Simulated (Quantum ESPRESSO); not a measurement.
# Moving one atom in Si6AlP

The results below are calculated, not measured. They come from pw.x of Quantum ESPRESSO 7.5, a plane-wave density functional program, with PseudoDojo standard norm-conserving files (v0.5 for PBE, v0.4.1 for LDA and PBEsol). The cells are made up: elements, strain and atom displacements were drawn at random, and nothing was relaxed. There is no spin polarisation, spin-orbit coupling or dispersion term.

The cell has 8 sites of a zincblende or diamond lattice. Sites 1 to 4 hold Si Si Si Si; sites 5 to 8 hold Al Si Si P. Cell vectors in Å: (5.315, 0.000, 0.000); (0.000, 5.315, 0.000); (0.000, 0.000, 5.315). Settings: PBE, cutoff 599 eV, 6 x 6 x 6 k mesh shifted by half a step, Fermi-Dirac smearing of 0.1 eV.

Each run shifts the Si atom on site 1 along y and leaves all else fixed. Site 8 is one of its nearest neighbours. E is the free energy of the cell above the lowest run shown.

| run | shift (Å) | Fy on site 1 (eV/Å) | Fy on site 8 (eV/Å) | P (GPa) | E (meV) |
| --- | --- | --- | --- | --- | --- |
| 1 | -0.0767 | 0.084 | 0.470 | 10.59 | 0.0 |
| 2 | -0.0553 | -0.253 | 0.560 | 10.60 | 1.8 |
| 3 | -0.0441 | -0.429 | 0.606 | 10.60 | 5.6 |
| 4 | -0.0073 | -1.006 | 0.752 | 10.66 | 32.1 |
| 5 | 0.0184 | -1.404 | 0.849 | 10.71 | 63.0 |
| 7 | 0.0627 | -2.079 | 1.006 | 10.85 | 140.2 |
| 6 | 0.0277 | ? | ? | ? | ? |

A rerun of one of these cells at 838 eV and k mesh 8 x 8 x 8 moved values by no more than 0.002 eV in the cell's energy, 0.02 GPa in stress and 0.003 eV/Å in force.

## Worked fit

A parabola through the six runs shown gives Fy on site 1 = -1.119 - 15.49 u + 2.7 u² eV/Å, with u in Å and a scatter of 0.002 eV/Å. Minus the slope, 15.49 ± 0.06 eV/Å², is this atom's force constant along y at u = 0, with its periodic images moving too. The fitted force vanishes at u = -0.071 Å, where the energy should be lowest along this line. The error is the larger of the fit's own and the change that a cubic makes, rounded up.

## Withheld run

Question: what Fy on site 1 should run 6 give?

The fit gives -1.546 eV/Å. The calculation gave -1.547 eV/Å.

```
run,shift (Å),Fy on site 1 (eV/Å),Fy on site 8 (eV/Å),P (GPa),E (meV)
6,0.0277,-1.547,0.883,10.74,76.8
```